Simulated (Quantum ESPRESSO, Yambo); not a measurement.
Quasiparticle gap of K2RhAgF6

```cif
data_AgF6K2Rh
_chemical_formula_sum 'F6 K2 Rh1 Ag1'
_space_group_name_H-M_alt 'P 1'
_space_group_IT_number 1
_cell_length_a 6.19092
_cell_length_b 6.19092
_cell_length_c 6.19092
_cell_angle_alpha 60.000
_cell_angle_beta 60.000
_cell_angle_gamma 60.000
loop_
_space_group_symop_operation_xyz
  'x, y, z'
loop_
_atom_site_label
_atom_site_type_symbol
_atom_site_fract_x
_atom_site_fract_y
_atom_site_fract_z
_atom_site_occupancy
F1 F 0.23131 0.23131 0.76869 1
F2 F 0.76869 0.76869 0.23131 1
F3 F 0.76869 0.23131 0.23131 1
F4 F 0.23131 0.76869 0.76869 1
F5 F 0.23131 0.76869 0.23131 1
F6 F 0.76869 0.23131 0.76869 1
K1 K 0.25000 0.25000 0.25000 1
K2 K 0.75000 0.75000 0.75000 1
Rh1 Rh 0.00000 0.00000 0.00000 1
Ag1 Ag 0.50000 0.50000 0.50000 1
```

The geometry is that of Materials Project entry mp-1111950, symmetrised and not relaxed again.

Starting point: norm-conserving PBEsol (Quantum ESPRESSO, 88 Ry, without SOC). G0W0 in Yambo: 2×2×2 Γ-centred k mesh, bands 9 to 328 and a 8 Ry block in the screening, 328 bands in G with the Bruneval-Gonze terminator, plasmon pole fitted at 27.2 eV.

| Quantity | Result |
|---|---|
| PBEsol gap along the band path | 1.14 eV |
| PBEsol gap between the mesh's edge points (X → X) | 1.14 eV |
| G0W0 gap between the same points | 3.41 eV |

| k point | band | E PBEsol (eV) | E QP (eV) | shift (eV) | Z |
|---|---|---|---|---|---|
| Γ | VB | -0.01 | -0.92 | -0.92 | 0.76 |
| Γ | CB | 2.41 | 3.84 | 1.43 | 0.75 |
| L | VB | -0.07 | -0.95 | -0.88 | 0.76 |
| L | CB | 1.87 | 3.41 | 1.53 | 0.77 |
| X | VB | 0.00 | -0.89 | -0.89 | 0.76 |
| X | CB | 1.14 | 2.52 | 1.39 | 0.79 |

Energies count from the PBEsol valence-band maximum.

Convergence of the G0W0 settings was not tested. The k mesh is coarse.

Spin-orbit splittings are left out.

The structure is a Materials Project entry; no match was found in the copy of COD used, and its stability was not checked.
